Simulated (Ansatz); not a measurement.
CdSe (zinc blende, F-43m), the program Ansatz at the PBE level (PAW). The conduction-band minimum lies at Γ, with 1 equivalent valley. Second derivatives d²E/dk² of the lowest band at one valley (eV·Å²), along Cartesian directions:

| direction | d²E/dk² |
|---|---|
| [100] | 147.5 |
| [010] | 147.5 |
| [001] | 147.5 |
| [110] | 147.4 |
| [101] | 147.4 |
| [011] | 147.4 |

Q: Find the principal effective masses, the density-of-states mass and the conductivity mass.

A: Off-diagonal terms follow from H_xy = H[110] − (H_xx + H_yy)/2, and m*/mₑ = 7.620 eV·Å² over each eigenvalue: 0.052, 0.052, 0.052. One valley's DOS mass (m₁m₂m₃)^(1/3) = 0.052, conductivity mass 3/(Σ 1/mᵢ) = 0.052 mₑ.

Q: What effective density of states Nc follows at 300 K for parabolic valleys?

A: Nc = 2.509e19 × 1 × (0.052)^(3/2) ≈ 3.0e17 cm⁻³.

Q: With the computed static dielectric constant 12.1 (mean of the diagonal), estimate a hydrogenic donor's binding energy and radius.

A: E = 13.606 eV × 0.052/12.1² ≈ 4.8 meV; a = 0.529 Å × ε/m* ≈ 120 Å. Semilocal masses tend to be too small where the gap is.

Q: With ε∞ = 8.09 and ω_LO = 189 cm⁻¹, what Fröhlich coupling constant follows?

A: α = (1/ε∞ − 1/ε0) √(m* × 13.606 eV/ħω_LO) = 0.23.

The PBE relaxation kept the symmetry of its start; phonons on a q-mesh show no instability. Scalar-relativistic: spin–orbit coupling is off unless named, which matters more the heavier the elements.

Potentials: the later of the program's two PAW sets.
